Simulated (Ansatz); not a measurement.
The relaxed structure here is a generated cell of SiW: the first start was made by placing the elements on the sites of a structure type, and the end was not matched to a known phase here, so it may be hypothetical.

The start is a generated cell, SiW built in the NiAs structure type. A full variable-cell relaxation at zero pressure is run with r2SCAN (plane waves to 500 eV, PAW, scalar-relativistic; Ansatz, an electronic-structure program). First-step values are on the input's coarse k-mesh.

Ansatz input (later rounds restart from its end on a renewed k-mesh):
Ansatz 0.2 input:
```yaml
crystal:
  lattice:
    - [4.0652367, 0, 0]
    - [-2.0326183, 3.5205982, 0]
    - [0, 0, 5.665945]
  atoms:
    - { symbol: W, position: [0, 0, 0] }
    - { symbol: W, position: [0, 0, 0.5] }
    - { symbol: Si, position: [0.33333333, 0.66666667, 0.25] }
    - { symbol: Si, position: [0.66666667, 0.33333333, 0.75] }
basis: { ecutwfc: 500, ecutrho_ratio: 4, xc_grid: 4, fft_grid_basis: typed }
kpoints: { mp_grid: { grid: [7, 7, 4] } }
hamiltonian:
  xc: r2scan
  dispersion: none
  pseudopotentials: { kind: paw }
scf: { occupations: { method: fermi_dirac, width: 0.05 } }
relax: { f_tol: 0.01, max_steps: 100, cell: { stress_tol: 0.02 } }
output: { forces: true, stress: true }
```

Problem. How large is the pressure on the unrelaxed cell, and of which sign?

Solution. -25 GPa (negative: the cell is under tension).

Problem. By how much does the energy per atom fall from start to end?

Solution. 0.82 eV/atom.

Problem. What band gap does the relaxed structure have at this level?

Solution. Zero (metallic).

Problem. Write out the relaxed structure.

Solution. 
Space group P6₃/mmc (No. 194); a = 3.128 Å, b = 3.128 Å, c = 6.981 Å, α = 90.00°, β = 90.00°, γ = 120.00°

```json
[
 {"atom": "W", "site": "2a", "symmetry": "-3m.", "x": "0.0000", "y": "0.0000", "z": "0.0000"},
 {"atom": "Si", "site": "2c", "symmetry": "-6m2", "x": "0.3333", "y": "0.6667", "z": "0.2500"}
]
```

The space group stays P6₃/mmc (No. 194) (the run could not lower it); the end is NiAs type, with 4 atoms in the primitive cell. Final values are on a 17×17×7 k-mesh of the relaxed cell. No spin polarisation in the result.

The run could not lose the symmetry of its start; a randomly shaken copy of 8 atoms returns to this structure.

All atoms sit on sites fixed by symmetry, so only the cell could relax.
